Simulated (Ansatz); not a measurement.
## Squeezing and stretching Si3N4

Reference cell: a COD entry whose atoms were relaxed with PBE, the cell held.

Space group P6_3/m (No. 176); a = 7.6170, c = 2.9134 Å, γ = 120.00°.

```csv
site,Wyckoff,site symmetry,x,y,z
Si,6h,m..,0.1740,0.7679,0.2500
N7,2c,-6..,0.3333,0.6667,0.2500
N9,6h,m..,0.3298,0.0300,0.2500
```

One atom of each set is listed.

Method: Kohn–Sham DFT in Ansatz, PBE, plane waves and PAW, scalar-relativistic, 420 eV cutoff, Γ-centred 4×4×9 k-points, Fermi–Dirac smearing 0.02 eV.

The cell is scaled uniformly, and the ions relax again at each size.

```
V/V₀  pressure (GPa)  gap on the k-mesh (eV)
0.94            21.3                    4.56
0.96            15.0                    4.48
0.98             9.2                    4.40
1.00             4.0                    4.32
1.02               ?                       ?
1.04            -5.1                    4.16
1.06            -9.0                    4.08
```

(1) Estimate the row at V/V₀ = 1.02, the equilibrium volume and the bulk modulus.

## Answers

(1) pressure (GPa): -0.7; gap on the k-mesh (eV): 4.24. Worked: a parabola in ln(V/V₀) through the other 6 rows gives -0.8 GPa there. It crosses zero pressure at V/V₀ = 1.017, the equilibrium volume of this functional, where the bulk modulus is B = −dP/d ln V = 235 GPa. The shape of the cell is held, so in this non-cubic crystal both values are those of uniform scaling, and B is an upper bound to the hydrostatic one. The gap falls as the cell grows, by 0.040 eV per per cent of volume.

PBE gaps are too small, by a third to a half in many semiconductors; their changes with volume are better.
